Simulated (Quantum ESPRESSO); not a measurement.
pw.x input (Quantum ESPRESSO 7.5; LDA, PseudoDojo standard norm-conserving files, scalar-relativistic):

```
&CONTROL
  calculation = 'scf'
  pseudo_dir = './pseudo'
  outdir = './out'
  tprnfor = .true.
  tstress = .true.
/
&SYSTEM
  ibrav = 0
  nat = 2
  ntyp = 2
  ecutwfc = 74.0
  ecutrho = 296.0
  occupations = 'smearing'
  smearing = 'fd'
  degauss = 0.002
  nbnd = 9
/
&ELECTRONS
  conv_thr = 2e-10
/
ATOMIC_SPECIES
H 1.0080 H.upf
Cs 132.9055 Cs.upf
CELL_PARAMETERS angstrom
  3.818410000000   0.000000000000   0.000000000000
  0.000000000000   3.818410000000   0.000000000000
  0.000000000000   0.000000000000   3.818410000000
ATOMIC_POSITIONS crystal
H   0.500000000000   0.500000000000   0.500000000000
Cs   0.000000000000   0.000000000000   0.000000000000
K_POINTS automatic
8 8 8 0 0 0
```

End of the output:

```
     total energy              =     -48.05505984 Ry
     estimated scf accuracy    <       0.00000039 Ry
     total energy              =     -48.05506006 Ry
     estimated scf accuracy    <       0.00000001 Ry
     total energy              =     -48.05506007 Ry
     estimated scf accuracy    <          6.9E-10 Ry
[...]
     the Fermi energy is     4.8917 ev
!    total energy              =     -48.05506007 Ry
     estimated scf accuracy    <          7.9E-11 Ry
     smearing contrib. (-TS)   =      -0.00000000 Ry
     internal energy E=F+TS    =     -48.05506007 Ry
     The total energy is F=E-TS. E is the sum of the following terms:
     one-electron contribution =      -5.07059150 Ry
     hartree contribution      =       5.65030499 Ry
     xc contribution           =     -14.39117165 Ry
     ewald contribution        =     -34.24360191 Ry
     convergence has been achieved in   8 iterations
     Forces acting on atoms (cartesian axes, Ry/au):
     atom    1 type  1   force =     0.00000000    0.00000000    0.00000000
     atom    2 type  2   force =     0.00000000    0.00000000    0.00000000
     Total force =     0.000000     Total SCF correction =     0.000000
     Computing stress (Cartesian axis) and pressure
          total   stress  (Ry/bohr**3)                   (kbar)     P=      -19.58
  -0.00013313   0.00000000   0.00000000          -19.58        0.00        0.00
   0.00000000  -0.00013313   0.00000000            0.00      -19.58        0.00
   0.00000000   0.00000000  -0.00013313            0.00        0.00      -19.58
```
In a gapped system the printed Fermi energy is only some level inside the gap.

Geometry of the Materials Project entry, not relaxed at this level.
